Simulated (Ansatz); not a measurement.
## Moving the choice of potentials or basis in GaGe

```
Ge Ga
1.0
     0.00000    2.89784    2.89784
     2.89784    0.00000    2.89784
     2.89784    2.89784    0.00000
Ge Ga
1 1
Direct
  0.00000 0.00000 0.00000
  0.25000 0.25000 0.25000
```

The cell comes from a database or a generator and needn't be the stable form of this composition.

Kept alike: task equation of state; functional PBE; k mesh 8 × 8 × 8; occupations fermi-dirac, width 0.05 eV; no spin polarisation. Program: Ansatz. Cutoffs run from 420 to 3600 eV. The mesh is that of the run's cell of 2 atoms. No spin-orbit coupling.

| choice of potentials or basis | volume (Å³/atom) |
| --- | --- |
| Ansatz NC | 24.484 |
| Ansatz PAW | 24.450 |
| Ansatz PAW (files of its older set among them) | 24.456 |
| JTH PAW | 24.491 |
| PseudoDojo standard | 24.500 |
| PseudoDojo stringent | 24.457 |
| SPMS NC | 24.532 |

Volume and modulus come from cells scaled at fixed shape and fractions.

What does the choice of potentials or basis change here?

The volume runs from 24.450 (Ansatz PAW) to 24.532 Å³/atom (SPMS NC).
